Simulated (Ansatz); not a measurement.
Relaxed-ion elastic tensor of MoIr in space group P-6m2 (No. 187; Mo on 1a, Ir on 1d) in GPa (Voigt order), LDA (plane waves, PAW; program Ansatz); density 16.72 g/cm³, 14.31 Å³ per atom.

```
555  261  210  0.0  0.0  0.0
261  555  210  0.0  0.0  0.0
210  210  680  0.0  0.0  0.0
0.0  0.0  0.0  193  0.0  0.0
0.0  0.0  0.0  0.0  193  0.0
0.0  0.0  0.0  0.0  0.0  147
```

Problem. Is the crystal mechanically stable?

Solution. Yes: the smallest eigenvalue of C is 147 GPa.

Problem. Work out the Voigt, Reuss and Hill averages.

Solution. K_V = 350, K_R = 349, K_H = 350; G_V = 181, G_R = 176, G_H = 178 GPa.

Problem. Give Young's modulus, Poisson's ratio, Pugh's ratio and the universal anisotropy index.

Solution. E = 9KG/(3K + G) = 457 GPa; ν = 0.28; K/G = 1.96 (ductile by the Pugh limit of 1.75); A_U = 5G_V/G_R + K_V/K_R − 6 = 0.14.

Problem. Estimate the sound speeds and the Debye temperature.

Solution. v_l = √((K + 4G/3)/ρ) = 5930 m/s, v_t = √(G/ρ) = 3260 m/s, mean 3640 m/s; Θ = (h/k)(3n/4πV)^(1/3) v_m = 446 K.

Problem. Solve the Christoffel equation for the three sound speeds along x, y, z.

Solution. Eigenvalues of C_ijkl n_j n_l equal ρv². In km/s, slowest first: x 2.97, 3.40, 5.76; y 2.97, 3.40, 5.76; z 3.40, 3.40, 6.37.

Problem. How much does each axis shrink under pressure?

Solution. Linear compressibilities β_i = Σ_j S_ij (j = 1 to 3): x 1.0, y 1.0, z 0.85 per TPa.

The workflow started from a Materials Project entry (that database holds measured and hypothetical structures alike); the Crystallography Open Database copy checked does not list it. COD files the formula under space group No. 51. With Mo and Ir taken as one species the cell has the higher symmetry P6_3/mmc, so it may be an ordered model of a mixed-site phase. Its standing as an ambient phase is unchecked. The cell was relaxed with LDA under the symmetry of its start; whether a distortion lowers the energy is not shown. The run is not spin-polarised. As this level gives no gap, shear constants depend on the k-mesh and smearing (Fermi–Dirac, 0.1 eV here). On the denser mesh and wider smearing of the elastic run this cell carries a stress of 0.7 GPa. Spin–orbit coupling is left out wherever it is not named.

Potentials: the later of the program's two PAW sets.
